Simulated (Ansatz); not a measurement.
MgB₃N₃:
```xyz
14
Lattice="3.7408 2.1598 0.0000 -3.7408 2.1598 0.0000 -0.1981 0.0000 15.1121" Properties=species:S:1:pos:R:3 pbc="T T T"
B      0.0000     0.5707     0.0000
N      0.0000     2.0106     0.0000
N     -0.0990     3.5565     7.5561
B     -0.0990     0.6761     7.5561
B     -1.4449     2.7307    15.1121
N      2.4938     2.0108     0.0000
N     -1.3460     1.3967     7.5559
B     -1.3454     2.8369     7.5560
B      1.2468     2.7307     0.0000
N     -2.6918     2.0108    15.1121
N      1.1479     1.3967     7.5563
B      1.1473     2.8369     7.5561
Mg    -1.3007     1.3323     3.7796
Mg     1.1026     1.3323    11.3326
```

Relaxed with r²SCAN. Special points in fractions of this cell's reciprocal vectors: Γ (0.000, 0.000, 0.000); C (0.333, 0.333, 0.000); C2 (-0.333, 0.667, 0.000); Y2 (-0.500, 0.500, 0.000); M2 (-0.500, 0.500, 0.500); D (-0.333, 0.667, 0.500); D2 (0.333, 0.333, 0.500); A (0.000, 0.000, 0.500); L2 (0.000, 0.500, 0.500); V2 (0.000, 0.500, 0.000).

Question: List the band energies nearest the valence-band maximum at these points for r²SCAN in the plane-wave PAW code Ansatz.

Answer: In eV from the valence-band maximum; about four levels below and three above (degenerate sets whole), none deeper than 8.9 eV; points with the same levels are listed once.

```csv
k,below,above
Γ,-2.78 -2.77 -2.75 -2.75 -2.71,0.74 1.89 2.54 2.55
C,-5.44 -5.43 -0.01 -0.01,1.28 1.37 1.37
Y2,-3.71 -3.68 -0.63 -0.51,0.43 0.54 2.47
M2,-3.71 -3.68 -0.58 -0.56,0.46 0.47 2.50 2.50
D,-5.44 -5.43 -0.01 0.00,1.35 1.35 1.36
A,-2.76 -2.75 -2.75 -2.75,1.24 1.24 2.55
L2,-3.71 -3.68 -0.57 -0.57,0.46 0.47 2.50
V2,-3.71 -3.68 -0.63 -0.51,0.43 0.53 2.46
```

The start of the workflow was typed in or built on a structure type; neither database checked (COD, Materials Project) lists it. Its standing as an ambient phase is unchecked. Symmetry was held in the r²SCAN relaxation; whether a distortion lowers the energy is not shown. The volume moved by 110 % from the start of the relaxation.

Potentials: the earlier of the program's two PAW sets.
